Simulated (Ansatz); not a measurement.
A 12-atom cell of TiSn₃O₈ built on the rutile structure (relaxed group Cmmm): a single-point calculation in the plane-wave code Ansatz (HSE06). Cell and atoms come from a relaxation with r2SCAN.

Input file:
```yaml
crystal:
  lattice:
    - [3.3319205997, -3.3385304596, 0.0]
    - [3.3319205997, 3.3385304596, 0.0]
    - [0.0, 0.0, 6.2959111684]
  atoms:
    - { symbol: Sn, position: [0.5, 0.5, 0.0] }
    - { symbol: Sn, position: [0.0, 0.0, 0.745759847] }
    - { symbol: O, position: [0.1942931336, 0.1942931336, 0.0] }
    - { symbol: O, position: [0.8057068664, 0.8057068664, 0.0] }
    - { symbol: O, position: [0.6907775364, 0.3092224636, 0.7397379928] }
    - { symbol: O, position: [0.3092224636, 0.6907775364, 0.7397379928] }
    - { symbol: Ti, position: [0.5, 0.5, 0.5] }
    - { symbol: Sn, position: [0.0, 0.0, 0.254240153] }
    - { symbol: O, position: [0.2029328778, 0.2029328778, 0.5] }
    - { symbol: O, position: [0.7970671222, 0.7970671222, 0.5] }
    - { symbol: O, position: [0.6907775364, 0.3092224636, 0.2602620072] }
    - { symbol: O, position: [0.3092224636, 0.6907775364, 0.2602620072] }
kpoints:
  mp_grid: { grid: [4, 4, 2] }
  band_path:
    path:
      - [0.0, 0.0, 0.0]
      - [-0.5, 0.5, 0.0]
      - [0.0, 0.0, 0.5]
      - [0.4990110444, 0.4990110444, 0.5]
      - [0.0, 0.5, 0.0]
    npoints: 1
hamiltonian:
  xc: hse06
scf:
  occupations: { method: fixed }
  n_extra_bands: 7
output:
  forces: true
  stress: true
  eigenvalues: true
  write_density: true
  write_potential: true
  elf: true
  volumetric_format: npy
```

Wall time 2.3 min on 1 × NVIDIA H100 80GB HBM3 with 2 threads of AMD EPYC 7R13 Processor (Zen 3) (shared host), load about 1.6 per core; peak host memory 2.5 GiB.

The log, with set-up remarks and timings taken out:
```
scf.n_extra_bands = 7 over 51 filled bands (N_el = 102.0): the run solves 58 bands
Pseudopotential: Sn, paw, valence charge 14, recommended cutoff 420 eV (normal)
Pseudopotential: O, paw, valence charge 6, recommended cutoff 420 eV (normal)
Pseudopotential: Ti, paw, valence charge 12, recommended cutoff 420 eV (normal)
Functional definition: HSE06
Crystal: 12 atoms, lattice volume = 140.068 Å³
Basis set: ecut = 420 eV, 2757 PW (Γ)
Symmetry: 8 space group operations
Space group: Cmmm (ITA 65)
k-points: 14 of 32
[warm-up without exact exchange]
SCF 1 stopped early in 5 iterations: F = -25115.232061 eV  dr2 = 1.78e-5
[exact exchange on]
Exchange kernel: α = 0.2500, screened, ω = 0.2079 Å⁻¹, Wigner–Seitz truncation, v(0) = 1026.4948 eV·Å³, q-mesh 4×4×2
preconditioner: auto → none  [insulator: Δε(μ)=3.997 eV  ℏωp=30.4 eV]
SCF 2 stopped early in 8 iterations: F = -25125.943355 eV  dr2 = 1.36e-5
hybrid outer 1: dexx = +6.975e-2 eV, tail = 3.65e-4 eV
SCF 3 converged in 6 iterations: F = -25125.940345 eV  dr2 = 2.60e-9
hybrid outer 2: dexx = +7.539e-6 eV, tail = 2.01e-7 eV, Δε = 3.98e-3 eV, ΔF = 1.05e-2 eV/Å
SCF 4 converged in 2 iterations: F = -25125.940343 eV  dr2 = 1.97e-9
hybrid outer 3: dexx = +6.348e-9 eV, tail = 4.41e-9 eV, Δε = 8.63e-5 eV, ΔF = 2.32e-4 eV/Å
hybrid SCF converged: 3 outer / 16 inner (+5 warm-up)
Free energy (F): -25125.940343 eV
Fermi energy:    8.098790 eV
--- Forces (eV/Å), atoms counted from 1 ---
  atom   1  Sn      0.00000      0.00000      0.00000
  atom   2  Sn      0.00000      0.00000      0.01320
  atom   3  O     -0.06222      0.00000      0.00000
  atom   4  O       0.06222      0.00000      0.00000
  atom   5  O       0.00000      0.10300    -0.03835
  atom   6  O       0.00000    -0.10300    -0.03835
  atom   7  Ti      0.00000      0.00000      0.00000
  atom   8  Sn      0.00000      0.00000    -0.01320
  atom   9  O       0.00287      0.00000      0.00000
  atom  10  O     -0.00287      0.00000      0.00000
  atom  11  O       0.00000      0.10300      0.03835
  atom  12  O       0.00000    -0.10300      0.03835
--- Stress (GPa, compression-positive) ---
       -1.626933       0.000000       0.000000
        0.000000      -1.440412       0.000000
        0.000000       0.000000      -2.348308
  P = ⅓ Tr σ = -1.8052 GPa (-18.052 kbar)
--- Band table (eV; the first three rows and the last of 14) ---
  k-point 0: bands = […, 6.6623, 6.6775, 6.9630, 7.4382, 7.4617, 8.0988, 12.0110, 12.2108, 13.0505, 13.1886, …]
  k-point 1: bands = […, 6.7413, 7.0114, 7.3917, 7.4342, 7.5391, 7.6862, 12.4470, 13.0258, 13.1360, 13.7153, …]
  k-point 2: bands = […, 6.6520, 6.8488, 6.9697, 7.1037, 7.4618, 7.8142, 12.2019, 12.8775, 12.9924, 13.2197, …]
  k-point 13: bands = […, 6.8503, 7.2132, 7.2271, 7.3541, 7.3642, 7.4241, 12.6535, 12.6586, 13.0617, 13.7403, …]
```

The rows of the band table are 0: (0, 0, 0) = Γ, 1: (0, 0, -1/2) = Z, 2: (0, 1/4, 0), 13: (-1/2, -1/2, -1/2) = A₀.

bands.tsv, columns around the gap (it counts bands from 0):
```tsv
# k_distance	band_46	band_47	band_48	band_49	band_50	band_51	band_52	band_53	band_54
# fermi_ev = 8.098790
# [0, 0, 0] at k_distance = 0.000000
# [-0.5, 0.5, 0] at k_distance = 0.941011
# [0, 0, 0.5] at k_distance = 2.006136
# [0.4990110444, 0.4990110444, 0.5] at k_distance = 2.947148
# [0, 0.5, 0] at k_distance = 3.778331
# levels_relative_to = fermi_ev
0.000	-1.421	-1.136	-0.661	-0.637	0.000	3.912	4.112	4.952	5.090
0.941	-1.243	-0.912	-0.884	-0.861	-0.859	3.713	4.747	4.947	5.250
2.006	-1.087	-0.707	-0.665	-0.560	-0.413	4.348	4.927	5.037	5.616
2.947	-0.886	-0.872	-0.745	-0.735	-0.675	4.555	4.560	4.963	5.642
3.778	-1.159	-0.980	-0.623	-0.581	-0.557	4.191	4.703	4.746	6.474
```
In order the rows are Γ, Y, Z, A₀, S.

Planar averages along the third cell vector, from rho_z.tsv and v_z.tsv (valence density with its augmentation; electrostatic potential energy of an electron, of which only differences have a meaning):
```csv
z (Å),ρ (e/Å³),v_es (eV)
0.00,1.214,6.11
0.28,0.910,6.58
0.56,0.451,7.93
0.84,0.314,8.68
1.12,0.526,7.92
1.40,1.008,6.76
1.54,1.179,6.43
1.82,1.048,6.48
2.10,0.570,7.63
2.38,0.348,8.94
2.66,0.539,6.78
2.94,0.972,3.80
3.22,1.102,3.02
3.50,0.758,5.17
3.78,0.391,8.26
4.06,0.408,8.51
4.34,0.807,6.92
4.62,1.194,6.33
4.76,1.179,6.43
5.04,0.757,7.25
5.32,0.374,8.57
5.60,0.338,8.53
5.88,0.655,7.14
6.16,1.128,6.22
```

With HSE06 the valence top lies at Γ and the conduction bottom at Y, 3.71 eV higher; the smallest vertical gap, at Γ, is 3.91 eV. The mean pressure at these positions is -1.8 GPa, compression counted positive. (The program warns that its thresholds are loose for a hybrid's stress.) The largest force is 0.11 eV/Å.

All values are calculated for a non-magnetic cell, which may be hypothetical.

Spin-orbit coupling is left out, which matters wherever the heavy atoms make up the band edges.

The meshes of the hybrids are coarse, so their gaps aren't converged to the digits shown.
